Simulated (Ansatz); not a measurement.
AlIr:
```xyz
2
Lattice="0.0000 2.5034 2.5034 2.5034 0.0000 2.5034 2.5034 2.5034 0.0000" Properties=species:S:1:pos:R:3 pbc="T T T"
Ir     0.0000     0.0000     0.0000
Al     2.5034     2.5034     2.5034
```

Relaxed with r²SCAN.

Task: Map the valence electron density (e/Å³), cut off at 3 on the plane through (0.000, 0.000, 0.000) spanned by u = [1, 0, 0] and v = [0, 1, -1] in lattice vectors, from the program Ansatz at the r²SCAN level (PAW).

Result: x is the fraction of u, y of v (the angle between them is 90°; rows are the nearest grid lines); atoms in the plane: Ir at (0.00, 0.00), Al at (0.50, 0.50).
```
y \ x   0.000  0.111  0.167  0.278  0.389  0.444  0.556  0.611  0.722  0.833  0.889   1.00
------  -----  -----  -----  -----  -----  -----  -----  -----  -----  -----  -----  -----
1.00     3.00   3.00   3.00  0.861  0.267  0.201  0.201  0.267  0.861   3.00   3.00   3.00
0.944    3.00   3.00   3.00  0.803  0.268  0.205  0.205  0.268  0.803   3.00   3.00   3.00
0.833    3.00   3.00   1.77  0.541  0.272  0.228  0.228  0.272  0.541   1.77   3.00   3.00
0.778    2.26   1.41  0.907  0.431  0.271  0.233  0.233  0.271  0.431  0.907   1.41   2.26
0.667   0.432  0.390  0.359  0.299  0.193  0.147  0.147  0.193  0.299  0.359  0.390  0.432
0.611   0.268  0.269  0.271  0.248  0.128  0.087  0.087  0.128  0.248  0.271  0.269  0.268
0.556   0.201  0.215  0.228  0.208  0.087  0.061  0.061  0.087  0.208  0.228  0.215  0.201
0.444   0.201  0.215  0.228  0.208  0.087  0.061  0.061  0.087  0.208  0.228  0.215  0.201
0.389   0.268  0.269  0.271  0.248  0.128  0.087  0.087  0.128  0.248  0.271  0.269  0.268
0.333   0.432  0.390  0.359  0.299  0.193  0.147  0.147  0.193  0.299  0.359  0.390  0.432
0.222    2.26   1.41  0.907  0.431  0.271  0.233  0.233  0.271  0.431  0.907   1.41   2.26
0.167    3.00   3.00   1.77  0.541  0.272  0.228  0.228  0.272  0.541   1.77   3.00   3.00
0.0556   3.00   3.00   3.00  0.803  0.268  0.205  0.205  0.268  0.803   3.00   3.00   3.00
0.000    3.00   3.00   3.00  0.861  0.267  0.201  0.201  0.267  0.861   3.00   3.00   3.00
```

The density is the valence pseudo-density with augmentation charge, so density and ELF within about 1 Å of a nucleus are not all-electron values.

Space group Fm-3m (rock salt). The start of the workflow was typed in or built on a structure type; neither database checked (COD, Materials Project) lists it. Its standing as an ambient phase is unchecked. Symmetry was held in the r²SCAN relaxation. At this level the phase is mechanically unstable. The run is not spin-polarised. Scalar-relativistic: spin–orbit coupling is off unless named, which matters more the heavier the elements.

Potentials: the earlier of the program's two PAW sets.
